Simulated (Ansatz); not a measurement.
SiGe:
```
SiGe
1.0
    6.79459     3.92353     0.00000
   -6.79459     3.92353     0.00000
   -4.52869     0.00000     6.40777
Si Ge
8 8
Direct
  0.00135   0.99865   0.00382
  0.62502   0.37498   0.87491
  0.00248   0.50241   0.49730
  0.12501   0.87499   0.37488
  0.49759   0.99752   0.49730
  0.99857   0.00143   0.49617
  0.12230   0.37232   0.37772
  0.62768   0.87770   0.37772
  0.12203   0.37205   0.87206
  0.50143   0.49857   0.99876
  0.62795   0.87797   0.87206
  0.99728   0.49726   0.00295
  0.12211   0.87789   0.87211
  0.50274   0.00272   0.00295
  0.62793   0.37207   0.37798
  0.49854   0.50146   0.50132
```

Relaxed with r²SCAN.

### Question
Which orbitals make up the states near the band edges in r²SCAN in the plane-wave PAW code Ansatz?

### Answer
Top 1 eV of the valence band: Ge 4p 57 %, Si 3p 39 %. Bottom 1 eV of the conduction band: Si 3p 34 %, Ge 4p 25 %, Ge 4s 15 %, Si 3s 11 %, outside the projected shells 14 %. Projections are on Löwdin-orthogonalised atomic valence shells; empty p or d shells of many metals are not among them.

### Question
Tabulate the density of states.

### Answer
States/eV per cell of 16 atoms, in 0.25 eV bins, energy from the valence-band maximum.

| E (eV) | total | Si 3p | Ge 4p | Si 3s |
|---|---|---|---|---|
| -7.85 | 5.69 | 1.34 | 1.02 | 1.18 |
| -7.60 | 5.39 | 1.37 | 1.14 | 1.06 |
| -7.35 | 6.67 | 1.83 | 1.69 | 1.87 |
| -7.10 | 5.53 | 1.46 | 1.48 | 1.57 |
| -6.85 | 5.84 | 1.48 | 1.53 | 1.70 |
| -6.60 | 3.94 | 1.04 | 1.04 | 1.08 |
| -6.35 | 3.34 | 0.91 | 0.86 | 0.89 |
| -6.10 | 3.00 | 0.84 | 0.76 | 0.77 |
| -5.85 | 2.76 | 0.80 | 0.70 | 0.69 |
| -5.60 | 2.19 | 0.65 | 0.56 | 0.55 |
| -5.35 | 1.81 | 0.56 | 0.45 | 0.43 |
| -5.10 | 1.99 | 0.66 | 0.49 | 0.45 |
| -4.85 | 1.78 | 0.64 | 0.42 | 0.40 |
| -4.60 | 2.40 | 1.28 | 0.84 | 0.17 |
| -4.35 | 7.60 | 3.65 | 3.37 | 0.32 |
| -4.10 | 9.31 | 4.24 | 4.26 | 0.44 |
| -3.85 | 8.61 | 3.85 | 3.85 | 0.47 |
| -3.60 | 8.58 | 4.02 | 3.80 | 0.38 |
| -3.35 | 10.23 | 4.93 | 4.57 | 0.34 |
| -3.10 | 11.82 | 5.89 | 5.22 | 0.31 |
| -2.85 | 9.23 | 4.58 | 3.95 | 0.31 |
| -2.60 | 10.79 | 5.45 | 4.77 | 0.24 |
| -2.35 | 11.06 | 5.23 | 5.33 | 0.19 |
| -2.10 | 9.42 | 4.18 | 4.82 | 0.16 |
| -1.85 | 8.93 | 4.04 | 4.48 | 0.15 |
| -1.60 | 9.12 | 3.99 | 4.78 | 0.12 |
| -1.35 | 6.68 | 2.76 | 3.72 | 0.06 |
| -1.10 | 4.48 | 1.76 | 2.54 | 0.05 |
| -0.85 | 3.46 | 1.33 | 1.99 | 0.04 |
| -0.60 | 2.75 | 1.07 | 1.57 | 0.02 |
| -0.35 | 1.34 | 0.52 | 0.77 | 0.01 |
| -0.10 | 0.38 | 0.14 | 0.22 | 0.00 |
| 0.15 | 0.00 | 0.00 | 0.00 | 0.00 |
| 0.40 | 0.00 | 0.00 | 0.00 | 0.00 |
| 0.65 | 0.13 | 0.04 | 0.03 | 0.01 |
| 0.90 | 1.27 | 0.40 | 0.35 | 0.12 |
| 1.15 | 2.86 | 0.95 | 0.76 | 0.30 |
| 1.40 | 4.80 | 1.64 | 1.21 | 0.56 |
| 1.65 | 7.27 | 2.54 | 1.78 | 0.93 |
| 1.90 | 9.23 | 3.20 | 2.31 | 1.20 |
| 2.15 | 9.70 | 3.12 | 2.60 | 1.24 |
| 2.40 | 11.53 | 3.64 | 3.24 | 1.49 |
| 2.65 | 10.59 | 3.47 | 2.96 | 1.42 |
| 2.90 | 9.23 | 3.16 | 2.63 | 1.15 |
| 3.15 | 8.14 | 2.72 | 2.52 | 0.86 |
| 3.40 | 8.21 | 2.82 | 2.67 | 0.71 |
| 3.65 | 11.92 | 4.08 | 4.28 | 0.73 |
| 3.90 | 15.54 | 4.99 | 5.47 | 1.08 |
| 4.15 | 11.85 | 3.77 | 4.12 | 0.90 |
| 4.40 | 8.83 | 2.98 | 3.22 | 0.52 |
| 4.65 | 7.98 | 2.59 | 2.92 | 0.41 |
| 4.90 | 9.90 | 3.02 | 3.40 | 0.49 |
| 5.15 | 10.55 | 3.29 | 3.30 | 0.55 |
| 5.40 | 10.79 | 3.09 | 3.14 | 0.59 |

Space group Cm. The start of the workflow was typed in or built on a structure type; neither database checked (COD, Materials Project) lists it. Whether it is the stable phase at ambient conditions was not checked. The cell was relaxed with r²SCAN under the symmetry of its start; its stability against distortions is not shown here. Spin–orbit coupling is left out wherever it is not named.

Potentials: the earlier of the program's two PAW sets. The files were generated under PBE; for other functionals the program regenerates the frozen cores, and for LDA and PBEsol the local potential too.
